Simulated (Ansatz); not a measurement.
BaTiO3 (cubic perovskite)

```xyz
5
Lattice="4.0195 0.0000 0.0000 0.0000 4.0195 0.0000 0.0000 0.0000 4.0195" Properties=species:S:1:pos:R:3 pbc="T T T"
Ba     0.0000     0.0000     0.0000
Ti     2.0097     2.0097     2.0097
O      0.0000     2.0097     2.0097
O      2.0097     2.0097     0.0000
O      2.0097     0.0000     2.0097
```

In each cell atom 4 (O, nearest neighbour Ti at 2.010 Å; its periodic images, 4.0 Å or more away, move with it) moves by s·(0.577, 0.577, 0.577) (along Cartesian [111]), the rest being held.

Computed with PBE (plane waves to 420 eV, PAW, scalar-relativistic; Ansatz, a first-principles code). k mesh 7×7×7 (Γ-centred), Fermi-Dirac smearing 0.05 eV. E stands for the smeared free energy. BaTiO3 is run without spin polarisation. BaTiO3 was relaxed with its symmetry unable to fall. The PAW data are Ansatz's earlier set. This is a high-temperature form of BaTiO3. The zero of ΔE is the undisplaced structure.

| s (Å) | ΔE (meV/cell) |
|---|---|
| -0.400 | withheld |
| -0.320 | 274 |
| -0.240 | 148 |
| -0.160 | 64 |
| -0.080 | 16 |
| 0.000 | 0 |
| 0.080 | 16 |
| 0.160 | 64 |
| 0.240 | 148 |
| 0.320 | 274 |
| 0.400 | withheld |

Question: Fit an even polynomial form (powers 2, 4) to the given rows and predict ΔE at s = -0.400.

Answer: Least squares on the 9 given rows: ΔE = (2438)·s² + (2319)·s⁴, in meV/cell with s in Å; root-mean-square residual 0.2 meV/cell. At -0.400 the fit gives 449 meV/cell; the calculation gives 448 meV/cell, so the extrapolation is off by 1 (+0.2 %). The quadratic term alone would give 390 meV/cell.

(For displaced atoms, the force is minus the slope of the energy, and its curvature is a force constant, which sets phonon frequencies.)
